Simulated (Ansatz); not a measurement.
Relaxed-ion elastic tensor of ScAl3 (Cu3Au type, space group No. 221) in GPa (Voigt order), plane-wave PAW PBE (Ansatz code); density 3.02 g/cm³, 17.30 Å³ per atom.

```
 179  40.5  40.5   0.0   0.0   0.0
40.5   179  40.5   0.0   0.0   0.0
40.5  40.5   179   0.0   0.0   0.0
 0.0   0.0   0.0  70.5   0.0   0.0
 0.0   0.0   0.0   0.0  70.5   0.0
 0.0   0.0   0.0   0.0   0.0  70.5
```

Is the crystal mechanically stable?

Yes: the smallest eigenvalue of C is 70.5 GPa.

Work out the Voigt, Reuss and Hill averages.

K_V = 86.7, K_R = 86.7, K_H = 86.7; G_V = 70.0, G_R = 70.0, G_H = 70.0 GPa.

Give Young's modulus, Poisson's ratio, Pugh's ratio and the universal anisotropy index.

E = 9KG/(3K + G) = 165 GPa; ν = 0.18; K/G = 1.24 (brittle by the Pugh limit of 1.75); A_U = 5G_V/G_R + K_V/K_R − 6 = 0.00.

Estimate the sound speeds and the Debye temperature.

v_l = √((K + 4G/3)/ρ) = 7720 m/s, v_t = √(G/ρ) = 4810 m/s, mean 5300 m/s; Θ = (h/k)(3n/4πV)^(1/3) v_m = 611 K.

Give the Zener ratio and Young's modulus along [100], [110] and [111].

A = 2C44/(C11 − C12) = 1.02; 1/E = S11 − 2(S11 − S12 − S44/2)Γ with Γ = 0, 1/4, 1/3 gives 164, 166, 166 GPa.

Space group Pm-3m (Cu3Au type). The cell was relaxed with PBE under the symmetry of its start; of distortions, only those at the zone centre were tested. No spin polarisation was allowed. As this level gives no gap, shear constants depend on the k-mesh and smearing (Fermi–Dirac, 0.1 eV here).

Potentials: the later of the program's two PAW sets.
